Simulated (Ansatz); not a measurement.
ZrRh$_{3}$:
```yaml
crystal:
  lattice:
    - [-1.96741, 1.96741, 3.88027]
    - [1.96741, -1.96741, 3.88027]
    - [1.96741, 1.96741, -3.88027]
  atoms:
    - { symbol: Rh, position: [0.50000, 0.50000, 0.00000] }
    - { symbol: Rh, position: [0.75000, 0.25000, 0.50000] }
    - { symbol: Rh, position: [0.25000, 0.75000, 0.50000] }
    - { symbol: Zr, position: [0.00000, 0.00000, 0.00000] }
```

Relaxed with PBEsol. Special points in fractions of this cell's reciprocal vectors: Γ (0.000, 0.000, 0.000); X (0.000, 0.000, 0.500); P (0.250, 0.250, 0.250); N (0.000, 0.500, 0.000); M (0.500, 0.500, -0.500); S (0.314, 0.686, -0.314); S0 (-0.314, 0.314, 0.314); R (-0.129, 0.129, 0.500); G (0.500, 0.500, -0.129).

Question: List the band energies nearest the Fermi level at these points for DFT-PBEsol in the program Ansatz with PAW potentials.

Answer: In eV from the Fermi level; about four levels below and three above (degenerate sets whole), none deeper than 8.9 eV; points with the same levels are listed once.

```json
[
 {"k": "Γ", "below": "-1.67 -1.67 -1.08 -0.77 -0.26", "above": "1.03 2.74 2.91"},
 {"k": "X", "below": "-1.51 -1.34 -0.91 -0.48", "above": "0.15 1.23 1.57"},
 {"k": "P", "below": "-0.90 -0.90 -0.58 -0.56 -0.01", "above": "2.51 2.51 2.93 2.93"},
 {"k": "N", "below": "-1.81 -1.21 -1.00 -0.95", "above": "0.21 0.45 0.93"},
 {"k": "M", "below": "-0.71 -0.24 -0.24 -0.08", "above": "0.32 1.03 3.51"},
 {"k": "S", "below": "-1.04 -0.97 -0.50 -0.28", "above": "0.37 0.88 2.06"},
 {"k": "R", "below": "-0.79 -0.36 -0.32 -0.24", "above": "0.58 0.72 2.96"}
]
```

Space group I4/mmm. The cell is a constructed one: a structure type filled with these elements; neither database checked (COD, Materials Project) lists it. COD files the formula under space group No. 221. Its standing as an ambient phase is unchecked. Symmetry was held in the PBEsol relaxation; its stability against distortions is not shown here. No spin polarisation was allowed. Spin–orbit coupling is left out wherever it is not named.

Potentials: the earlier of the program's two PAW sets. The files were generated under PBE; for other functionals the program regenerates the frozen cores, and for LDA and PBEsol the local potential too.
